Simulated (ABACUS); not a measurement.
Set-up for a self-consistent single point of Ge (P2_1/m, 8 atoms in the cell; from Materials Project mp-1091415, changed as shown).

```
Ge
1.0
    3.92306     0.00000     0.00000
   -2.00156     3.46680     0.00000
    0.00000     0.00000    13.15671
Ge
8
Direct
  0.00000   0.00000   0.40685
  0.00000   0.00000   0.59315
  0.00000   0.00000   0.90685
  0.00000   0.00000   0.09315
  0.33333   0.66667   0.34406
  0.66667   0.33333   0.65594
  0.66667   0.33333   0.84406
  0.33333   0.66667   0.15594
```

Method: PBEsol, PseudoDojo 0.4 standard norm-conserving PBEsol (tails mended) pseudopotentials (plane waves; ABACUS).

ABACUS settings:

```
key                                                                      value
---------------  -------------------------------------------------------------
KPT                                                             MP 5 5 1 0 0 0
basis_type                                                                  pw
dft_functional                                                          PBESOL
ecutwfc                                                                  78 Ry
smearing_method                                                             mp
smearing_sigma                                                   0.00734986 Ry
potentials       PseudoDojo 0.4 standard norm-conserving PBEsol (tails mended)
symmetry                                                                     1
symmetry_prec                                                            1e-05
ks_solver                                                                  dav
scf_nmax                                                                   100
scf_thr                                                             1.0e-09 Ry
mixing_type                                                            broyden
mixing_beta                                                                0.7
```

Results:

| Item | Result |
|---|---|
| Number of valence electrons | 112 |
| Number of bands | 68 |
| Number of k-points after the program's reduction | 13 |
| Number of plane waves (most at a k-point) | 14105 |
| Number of SCF iterations | 8 |
| FFT grid | 45 × 45 × 144 |
| Free energy E − TS | -19418.0504 eV |
| Fermi level (on the code's own zero) | 9.71 eV |
| Pressure | 1.53 GPa |
| Largest force (vector length) | 0.293 eV/Å |

Forces (eV/Å):
```
atom      Fx      Fy      Fz
----  ------  ------  ------
Ge1    0.116   0.201   0.179
Ge2   -0.116  -0.201  -0.179
Ge3   -0.116  -0.201   0.179
Ge4    0.116   0.201  -0.179
Ge5   -0.114  -0.195  -0.149
Ge6    0.114   0.195   0.149
Ge7    0.114   0.195  -0.149
Ge8   -0.114  -0.195   0.149
```

Stress (GPa, positive for compression):
```
 4.17   0.83   0.00
 0.83   1.46   0.00
 0.00   0.00  -1.03
```

For comparison: a first run was changed to give this one (lattice vector a scaled by 0.98), and from it to this one the free energy rises by 8.2 meV/atom, the pressure goes from 0.45 to 1.53 GPa and the largest force goes from 0.080 to 0.293 eV/Å.

The structure comes from a collection of computed structures, made at another level of theory; the collection holds predicted forms beside known ones. No clean gap shows at this smearing width and mesh (spacing up to 0.48 Å⁻¹); the mesh is coarse for partly filled bands, so the values carry mesh errors. Semi-local functionals can close small gaps.

Cost on one core: roughly 110 core-seconds.

“Tails mended”: in these copies of the files the far tail of each local potential was reset to the Coulomb form.
